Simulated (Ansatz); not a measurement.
Given:

AgAu:
```
AgAu
1.0
    1.45780     0.84166     4.72176
   -1.45780     0.84166     4.72176
    0.00000    -1.68333     4.72176
Ag Au
1 1
Direct
  0.00000   0.00000   0.00000
  0.50000   0.50000   0.50000
```

This is the r²SCAN-relaxed structure.

### Question
All from the program Ansatz at the r²SCAN level (PAW), unless another level is named. Estimate the highest zone-centre frequency.

### Answer
4.82 THz.

### Question
Give the bulk modulus (Birch–Murnaghan fit).

### Answer
128 GPa.

Space group R-3m. The workflow started from a Materials Project entry (that database holds measured and hypothetical structures alike); the Crystallography Open Database copy checked does not list it. With Ag and Au taken as one species the cell has the higher symmetry Fm-3m, so it may be an ordered model of a mixed-site phase. Its standing as an ambient phase is unchecked. The cell was relaxed with r²SCAN under the symmetry of its start; whether a distortion lowers the energy is not shown. No spin polarisation was allowed. As this level gives no gap, phonon frequencies hold no LO–TO term and depend on the k-mesh and smearing (Fermi–Dirac, 0.1 eV here). Spin–orbit coupling is left out wherever it is not named.

Potentials: the later of the program's two PAW sets.
